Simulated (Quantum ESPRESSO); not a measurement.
# In3GaO5: input and log of a self-consistent run

A calculation, not a measurement. The program is pw.x of Quantum ESPRESSO 7.5 (plane-wave density functional theory). The cell is made up: 9 atoms on a corundum lattice with one site empty, with randomly drawn elements, strain and displacements, not relaxed. PseudoDojo standard norm-conserving files (v0.5 for PBE, v0.4.1 for LDA and PBEsol) set the functional; there is no spin polarisation, spin-orbit coupling or dispersion term, and the masses in the input are unused placeholders. A spin-polarised start on this cell or one of its family kept no moment above 0.05 Bohr magneton at the same smearing; a narrower smearing was not tried.

Input:

```
&control calculation='scf', pseudo_dir='./dojo.nc.sr.pbe.v0_5.standard.upf', outdir='./o', disk_io='low', tprnfor=.true., tstress=.true. /
&system ibrav=0, nat=9, ntyp=3, nbnd=51, ecutwfc=84.00895049, nosym=.true., tot_charge=0,
 occupations='smearing', smearing='fd', degauss=0.0073498644
/
&electrons conv_thr=7.350e-09, electron_maxstep=60, /
ATOMIC_SPECIES
Ga 1.0 Ga.upf
In 1.0 In.upf
O 1.0 O.upf
CELL_PARAMETERS angstrom
2.9023 1.6301 4.8954
-2.7632 1.5825 4.8325
0.0283 -3.3224 4.8998
ATOMIC_POSITIONS angstrom
In 0.0728 -0.051 5.0999
In -0.0096 -0.0343 2.1334
In 0.1516 -0.0276 9.5008
Ga 0.0734 -0.0881 12.473
O -0.9873 1.6315 8.4976
O -0.8347 -1.7881 8.5108
O 2.0612 0.1693 8.5719
O 1.137 -1.6558 6.1052
O -2.031 -0.261 6.0301
K_POINTS automatic
7 7 7 1 1 1
```

The log is shortened where brackets say so; the opening notice, blank lines, dates and the lines on written files are dropped, and the path of the files is cut. It prints rydbergs, bohrs and kilobars, and counts compression as positive stress.

```
     Program PWSCF v.7.5
     Parallel version (MPI & OpenMP), running on       4 processor cores
     Number of MPI processes:                 4
     Threads/MPI process:                     1
     [start-up lines left out]
     bravais-lattice index     =            0
     lattice parameter (alat)  =      11.1870  a.u.
     unit-cell volume          =     918.5694 (a.u.)^3
     number of atoms/cell      =            9
     number of atomic types    =            3
     number of electrons       =        82.00
     number of Kohn-Sham states=           51
     kinetic-energy cutoff     =      84.0090  Ry
     charge density cutoff     =     336.0358  Ry
     scf convergence threshold =      7.3E-09
     mixing beta               =       0.7000
     number of iterations used =            8  plain     mixing
     Exchange-correlation= PBE
                           (   1   4   3   4   0   0   0)
     [axes and pseudopotential details left out]
   Cartesian axes
     site n.     atom                  positions (alat units)
         1        In     tau(   1) = (   0.0122975  -0.0086150   0.8614805  )
         2        In     tau(   2) = (  -0.0016216  -0.0057940   0.3603762  )
         3        In     tau(   3) = (   0.0256084  -0.0046622   1.6048852  )
         4        Ga     tau(   4) = (   0.0123988  -0.0148819   2.1069524  )
         5        O      tau(   5) = (  -0.1667758   0.2755947   1.4354236  )
         6        O      tau(   6) = (  -0.1409984  -0.3020477   1.4376533  )
         7        O      tau(   7) = (   0.3481801   0.0285983   1.4479744  )
         8        O      tau(   8) = (   0.1920632  -0.2796995   1.0312968  )
         9        O      tau(   9) = (  -0.3430787  -0.0440884   1.0186109  )
     number of k points=   172  Fermi-Dirac smearing, width (Ry)=  0.0073
     Number of k-points >= 100: set verbosity='high' to print them.
     Dense  grid:    95575 G-vectors     FFT dimensions: (  72,  64,  72)
     Estimated max dynamical RAM per process >     544.47 MB
     Estimated total dynamical RAM >       2.06 GB
     Initial potential from superposition of free atoms
     starting charge      81.9856, renormalised to      82.0000
     Starting wfcs are   56 randomized atomic wfcs
     total cpu time spent up to now is       18.7 secs
     per-process dynamical memory:   494.4 Mb
     Self-consistent Calculation
     iteration #  1     ecut=    84.01 Ry     beta= 0.70
     Davidson diagonalization with overlap
     ethr =  1.00E-02,  avg # of iterations =  3.0
     total cpu time spent up to now is       59.2 secs
     total energy              =    -715.62716589 Ry
     estimated scf accuracy    <       2.61076048 Ry
     iteration #  2     ecut=    84.01 Ry     beta= 0.70
     Davidson diagonalization with overlap
     ethr =  3.18E-03,  avg # of iterations =  3.0
     total cpu time spent up to now is      105.6 secs
     total energy              =    -715.89413961 Ry
     estimated scf accuracy    <       6.14390736 Ry
     iteration #  3     ecut=    84.01 Ry     beta= 0.70
     Davidson diagonalization with overlap
     ethr =  3.18E-03,  avg # of iterations =  2.0
     total cpu time spent up to now is      145.9 secs
     total energy              =    -716.99231910 Ry
     estimated scf accuracy    <       0.08112678 Ry
     iteration #  4     ecut=    84.01 Ry     beta= 0.70
     Davidson diagonalization with overlap
     ethr =  9.89E-05,  avg # of iterations =  5.4
     total cpu time spent up to now is      193.2 secs
     total energy              =    -717.00963622 Ry
     estimated scf accuracy    <       0.02197121 Ry
     iteration #  5     ecut=    84.01 Ry     beta= 0.70
     Davidson diagonalization with overlap
     ethr =  2.68E-05,  avg # of iterations =  4.8
     total cpu time spent up to now is      238.7 secs
     total energy              =    -717.01330083 Ry
     estimated scf accuracy    <       0.00802640 Ry
     [iterations 6 to 8 left out]
     iteration #  9     ecut=    84.01 Ry     beta= 0.70
     Davidson diagonalization with overlap
     ethr =  2.74E-08,  avg # of iterations =  3.4
     total cpu time spent up to now is      402.4 secs
     total energy              =    -717.01478782 Ry
     estimated scf accuracy    <       0.00001540 Ry
     iteration # 10     ecut=    84.01 Ry     beta= 0.70
     Davidson diagonalization with overlap
     ethr =  1.88E-08,  avg # of iterations =  2.0
     total cpu time spent up to now is      441.2 secs
     total energy              =    -717.01479029 Ry
     estimated scf accuracy    <       0.00000377 Ry
     iteration # 11     ecut=    84.01 Ry     beta= 0.70
     Davidson diagonalization with overlap
     ethr =  4.60E-09,  avg # of iterations =  2.0
     total cpu time spent up to now is      477.5 secs
     total energy              =    -717.01479080 Ry
     estimated scf accuracy    <       0.00000021 Ry
     iteration # 12     ecut=    84.01 Ry     beta= 0.70
     Davidson diagonalization with overlap
     ethr =  2.50E-10,  avg # of iterations =  4.2
     total cpu time spent up to now is      525.7 secs
     total energy              =    -717.01479086 Ry
     estimated scf accuracy    <       0.00000002 Ry
     iteration # 13     ecut=    84.01 Ry     beta= 0.70
     Davidson diagonalization with overlap
     ethr =  2.11E-11,  avg # of iterations =  3.2
     total cpu time spent up to now is      574.4 secs
     End of self-consistent calculation
     [lines on levels left out]
!    total energy              =    -717.01479086 Ry
     estimated scf accuracy    <          5.8E-09 Ry
     smearing contrib. (-TS)   =      -0.00166311 Ry
     internal energy E=F+TS    =    -717.01312775 Ry
     The total energy is F=E-TS. E is the sum of the following terms:
     one-electron contribution =    -227.05145866 Ry
     hartree contribution      =     179.45474726 Ry
     xc contribution           =    -203.89672817 Ry
     ewald contribution        =    -465.51968819 Ry
     convergence has been achieved in  13 iterations
     Forces acting on atoms (cartesian axes, Ry/au):
     atom    1 type  2   force =    -0.01446805    0.02583228    0.04708878
     atom    2 type  2   force =    -0.00237879    0.02620361   -0.02729645
     atom    3 type  2   force =    -0.04596007   -0.02390739   -0.03877173
     atom    4 type  1   force =     0.00480075    0.01613227    0.02592449
     atom    5 type  3   force =     0.00857092    0.02165971   -0.02831290
     atom    6 type  3   force =    -0.01640152   -0.01620900   -0.00708022
     atom    7 type  3   force =     0.02591567   -0.04620615   -0.02856220
     atom    8 type  3   force =     0.02279550   -0.00820921    0.02335717
     atom    9 type  3   force =     0.01712558    0.00470389    0.03365305
     Total force =     0.133428     Total SCF correction =     0.000306
     Computing stress (Cartesian axis) and pressure
          total   stress  (Ry/bohr**3)                   (kbar)     P=      -59.65
  -0.00053761  -0.00004378  -0.00008836          -79.09       -6.44      -13.00
  -0.00004378  -0.00065177   0.00011392           -6.44      -95.88       16.76
  -0.00008836   0.00011392  -0.00002707          -13.00       16.76       -3.98
     init_run     :     17.71s CPU     18.51s WALL (       1 calls)
     electrons    :    554.01s CPU    555.80s WALL (       1 calls)
     forces       :      5.00s CPU      5.00s WALL (       1 calls)
     stress       :     18.01s CPU     18.02s WALL (       1 calls)
     [timing details left out]
     PWSCF        :   9m55.03s CPU   9m57.74s WALL
     JOB DONE.
```

In other units: free energy -9755.483 eV for the cell, pressure -5.96 GPa, largest force component 1.211 eV/Å. A rerun of this cell at a cutoff of 1437 eV and k mesh 9 x 9 x 9 moved values by no more than 0.003 eV in energy, 0.03 GPa in stress and 0.002 eV/Å in force.